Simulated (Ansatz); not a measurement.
Li$_{3}$LaBi$_{2}$:
```xyz
6
Lattice="4.7323 0.0000 0.0000 -2.3661 4.0983 0.0000 0.0000 0.0000 7.6038" Properties=species:S:1:pos:R:3 pbc="T T T"
Li     2.3661     1.3661     2.7248
Li     0.0000     2.7322     4.8790
Li     0.0000     0.0000     3.8019
La     0.0000     0.0000     0.0000
Bi     2.3661     1.3661     5.6538
Bi     0.0000     2.7322     1.9500
```

Relaxed with r²SCAN. Special points in fractions of this cell's reciprocal vectors: Γ (0.000, 0.000, 0.000); M (0.500, 0.000, 0.000); K (0.333, 0.333, 0.000); A (0.000, 0.000, 0.500); L (0.500, 0.000, 0.500); H (0.333, 0.333, 0.500).

List the band energies nearest the Fermi level at these points for DFT-r²SCAN with spin–orbit coupling in the program Ansatz with PAW potentials.

In eV from the Fermi level; about four levels below and three above (degenerate sets whole), none deeper than 8.9 eV; points with the same levels are listed once.

```json
[
 {"k": "Γ", "below": "-0.09 -0.09 -0.05 -0.05", "above": "0.96 0.96 1.20 1.20"},
 {"k": "M", "below": "-1.95 -1.95 -1.85 -1.85", "above": "0.23 0.23 1.26 1.26"},
 {"k": "K", "below": "-2.11 -2.11 -1.93 -1.93", "above": "1.12 1.12 1.27 1.27"},
 {"k": "A", "below": "-1.46 -1.46 -0.52 -0.52", "above": "0.97 0.97 0.97 0.97"},
 {"k": "L", "below": "-0.64 -0.64 -0.07 -0.07", "above": "1.04 1.04 1.34 1.34"},
 {"k": "H", "below": "-1.94 -1.94 -1.77 -1.77", "above": "1.03 1.03 1.09 1.09"}
]
```

Space group P-3m1. The first step of the workflow began from a Materials Project structure, measured or hypothetical; the Crystallography Open Database files this formula in space group No. 164, but the cells were not matched. Whether it is the stable phase at ambient conditions was not checked. The r²SCAN relaxation kept the symmetry of its start; whether a distortion lowers the energy is not shown.

Potentials: the later of the program's two PAW sets.
